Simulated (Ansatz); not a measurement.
Geometry optimisation in Ansatz: input, command and trajectory.

```yaml
crystal:
  lattice:
    - [4.7422800717, 0.0, 0.0]
    - [0.0, 4.7836046083, 0.0]
    - [0.0, 0.0, 7.2682686392]
  atoms:
    - { symbol: K, position: [0.5, 0.0, 0.75] }
    - { symbol: K, position: [0.5, 0.0, 0.25] }
    - { symbol: Si, position: [0.3333333333, 0.3822748684, 0.9644080746] }
    - { symbol: Si, position: [0.6666666667, 0.6177251316, 0.9644080746] }
    - { symbol: Si, position: [0.3333333333, 0.6177251316, 0.4644080746] }
    - { symbol: Si, position: [0.6666666667, 0.3822748684, 0.4644080746] }
basis:
  ecutwfc: 420
kpoints:
  mp_grid: { grid: [4, 4, 4] }
hamiltonian:
  xc: pbe
scf:
  occupations: { method: gaussian, width: 0.1 }
  lower_state_search: "off"
output:
  forces: true
  stress: true
  eigenvalues: true
relax:
  adjacent_minimum: "off"
  f_tol: 0.04
  max_steps: 70
  cell: { stress_tol: 0.4 }
```

```bash
ansatz run input.yaml --threads 1 --pin off --max-ram 2560MiB --backend cpu --events-out ev --progress --plain --runs-dir out
```

All numbers below come from Ansatz, DFT PBE, scalar-relativistic, plane waves, PAW.

Of 14 frames 9 are shown, positions in Å and forces in eV/Å; the SCF threshold varies from step to step. Steps run on the plane waves of an earlier cell, with a Pulay correction in the pressure. The basis is chosen afresh for the last frame, the zero of the energies, and at times for earlier ones too; energy and pressure step there, also at an unchanged geometry. Here that happened at step 11 (-5 meV/atom, 0.1 GPa); the frames before carry an error of that size. The mark taken_back stands on steps that the optimiser undid.

```xyz
6
Lattice="4.7423 0.0000 0.0000 0.0000 4.7836 0.0000 0.0000 0.0000 7.2683" Properties=species:S:1:pos:R:3:forces:R:3 pbc="T T T" step=1 free_energy_over_end_meV_per_atom=1222.77 pressure_GPa=18.11
K     2.3711    0.0000    5.4512    0.0000    0.0000   -1.9155
K     2.3711    0.0000    1.8171    0.0000    0.0000   -1.9155
Si    1.5808    1.8287    7.0096   -6.1553   -0.8660    0.9577
Si    3.1615    2.9550    7.0096    6.1553    0.8660    0.9577
Si    1.5808    2.9550    3.3754   -6.1553    0.8660    0.9577
Si    3.1615    1.8287    3.3754    6.1553   -0.8660    0.9577
6
Lattice="4.7457 0.0000 0.0000 0.0000 5.0054 0.0000 0.0000 0.0000 7.5124" Properties=species:S:1:pos:R:3:forces:R:3 pbc="T T T" step=2 free_energy_over_end_meV_per_atom=543.48 pressure_GPa=5.33
K     2.3728    0.0000    5.5782    0.0000    0.0000   -0.7720
K     2.3728    0.0000    1.8220    0.0000    0.0000   -0.7720
Si    1.4134    2.0116    7.2731   -2.0886    1.0103    0.3860
Si    3.3323    2.9938    7.2731    2.0886   -1.0103    0.3860
Si    1.4134    2.9938    3.5169   -2.0886   -1.0103    0.3860
Si    3.3323    2.0116    3.5169    2.0886    1.0103    0.3860
6
Lattice="4.4447 0.0000 0.0000 0.0000 5.1348 0.0000 0.0000 0.0000 7.9535" Properties=species:S:1:pos:R:3:forces:R:3 pbc="T T T" step=4 free_energy_over_end_meV_per_atom=57.01 pressure_GPa=1.16
K     2.2224    0.0000    5.8518    0.0000    0.0000   -0.2277
K     2.2224    0.0000    1.8750    0.0000    0.0000   -0.2277
Si    1.0892    2.2933    7.7271    0.4247    0.1517    0.1139
Si    3.3556    2.8415    7.7271   -0.4247   -0.1517    0.1139
Si    1.0892    2.8415    3.7504    0.4247   -0.1517    0.1139
Si    3.3556    2.2933    3.7504   -0.4247    0.1517    0.1139
6
Lattice="4.3177 0.0000 0.0000 0.0000 5.2499 0.0000 0.0000 0.0000 8.2798" Properties=species:S:1:pos:R:3:forces:R:3 pbc="T T T" step=5 free_energy_over_end_meV_per_atom=27.10 pressure_GPa=2.04
K     2.1589    0.0000    6.0602    0.0000    0.0000   -0.1166
K     2.1589    0.0000    1.9203    0.0000    0.0000   -0.1166
Si    1.0726    2.3472    8.0600    0.1229   -0.0601    0.0583
Si    3.2451    2.9026    8.0600   -0.1229    0.0601    0.0583
Si    1.0726    2.9026    3.9201    0.1229    0.0601    0.0583
Si    3.2451    2.3472    3.9201   -0.1229   -0.0601    0.0583
6
Lattice="4.3291 0.0000 0.0000 0.0000 5.4041 0.0000 0.0000 0.0000 8.6076" Properties=species:S:1:pos:R:3:forces:R:3 pbc="T T T" step=7 free_energy_over_end_meV_per_atom=11.89 pressure_GPa=0.40 taken_back
K     2.1646    0.0000    6.2511    0.0000    0.0000    0.0007
K     2.1646    0.0000    1.9473    0.0000    0.0000    0.0007
Si    1.0810    2.3747    8.4035   -0.0058    0.1075   -0.0004
Si    3.2481    3.0294    8.4035    0.0058   -0.1075   -0.0004
Si    1.0810    3.0294    4.0997   -0.0058   -0.1075   -0.0004
Si    3.2481    2.3747    4.0997    0.0058    0.1075   -0.0004
6
Lattice="4.3761 0.0000 0.0000 0.0000 5.3628 0.0000 0.0000 0.0000 8.5544" Properties=species:S:1:pos:R:3:forces:R:3 pbc="T T T" step=8 free_energy_over_end_meV_per_atom=10.50 pressure_GPa=0.32
K     2.1880    0.0000    6.2123    0.0000    0.0000    0.0009
K     2.1880    0.0000    1.9352    0.0000    0.0000    0.0009
Si    1.0941    2.4000    8.3517    0.0169   -0.0219   -0.0005
Si    3.2820    2.9628    8.3517   -0.0169    0.0219   -0.0005
Si    1.0941    2.9628    4.0745    0.0169    0.0219   -0.0005
Si    3.2820    2.4000    4.0745   -0.0169   -0.0219   -0.0005
6
Lattice="4.3718 0.0000 0.0000 0.0000 5.2722 0.0000 0.0000 0.0000 8.8983" Properties=species:S:1:pos:R:3:forces:R:3 pbc="T T T" step=10 free_energy_over_end_meV_per_atom=6.45 pressure_GPa=0.08
K     2.1859    0.0000    6.4634    0.0000    0.0000   -0.0016
K     2.1859    0.0000    2.0142    0.0000    0.0000   -0.0016
Si    1.0944    2.3395    8.6868   -0.0051    0.0050    0.0008
Si    3.2774    2.9328    8.6868    0.0051   -0.0050    0.0008
Si    1.0944    2.9328    4.2376   -0.0051   -0.0050    0.0008
Si    3.2774    2.3395    4.2376    0.0051    0.0050    0.0008
6
Lattice="4.3718 0.0000 0.0000 0.0000 5.2722 0.0000 0.0000 0.0000 8.8983" Properties=species:S:1:pos:R:3:forces:R:3 pbc="T T T" step=11 free_energy_over_end_meV_per_atom=1.83 pressure_GPa=0.22
K     2.1859    0.0000    6.4634    0.0000    0.0000   -0.0016
K     2.1859    0.0000    2.0142    0.0000    0.0000   -0.0016
Si    1.0944    2.3395    8.6868   -0.0044    0.0067    0.0008
Si    3.2774    2.9328    8.6868    0.0044   -0.0067    0.0008
Si    1.0944    2.9328    4.2376   -0.0044   -0.0067    0.0008
Si    3.2774    2.3395    4.2376    0.0044    0.0067    0.0008
6
Lattice="4.3704 0.0000 0.0000 0.0000 5.1922 0.0000 0.0000 0.0000 9.2370" Properties=species:S:1:pos:R:3:forces:R:3 pbc="T T T" step=14 free_energy_over_end_meV_per_atom=0.00 pressure_GPa=0.00
K     2.1852    0.0000    6.7077    0.0000    0.0000    0.0016
K     2.1852    0.0000    2.0892    0.0000    0.0000    0.0016
Si    1.0947    2.2916    9.0182   -0.0012   -0.0024   -0.0008
Si    3.2756    2.9007    9.0182    0.0012    0.0024   -0.0008
Si    1.0947    2.9007    4.3997   -0.0012    0.0024   -0.0008
Si    3.2756    2.2916    4.3997    0.0012   -0.0024   -0.0008
```

The start is a random arrangement. At the end the space group is Pccm (tolerance 0.05 Å).

Time: 2.3 min on 1 thread of Arm Neoverse V2, on a shared host, peak memory 0.42 GiB.

The k mesh is coarse.